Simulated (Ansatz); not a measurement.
**Structures of In2W: which is lowest?**

Plane-wave DFT in Ansatz with scalar-relativistic PAW potentials, cutoff 420 eV, Γ-centred meshes chosen by cell and gap, Gaussian smearing with energies taken to zero width. Every cell was relaxed (cell and atoms) in a run of its own, within the symmetry of its start. Functional: PBE.

Relaxed structures (starts from databases or built by putting these elements on another compound's sites):
A. I4/mmm, 3 atoms in the computed cell, a = 3.514 Å, c = 9.770 Å; sites (symmetry × multiplicity) In 4mm × 4, W 4/mmm × 2; start: built
B. P6/mmm, 3 atoms in the computed cell, a = 4.936 Å, c = 2.826 Å; sites (symmetry × multiplicity) In -6m2 × 2, W 6/mmm × 1; start: built

Q: Rank them by energy. Could pressure change the order?

A:
```tsv
structure	group	E − E(lowest) (meV/atom)	V (Å³/atom)	gap on mesh (eV)
A	I4/mmm	0.0	20.11	0.00
B	P6/mmm	3.4	19.87	0.00
```

A and B are level within the 5 meV/atom that separate runs leave open. The two lowest differ in volume by under 3 %, too little for a first-order estimate of what pressure does to that pair (other pairs aren't weighed here). Other structures may lie lower than all of these, and vibrations aren't counted.

Spin-orbit coupling is left out, which matters for the bands of heavy elements.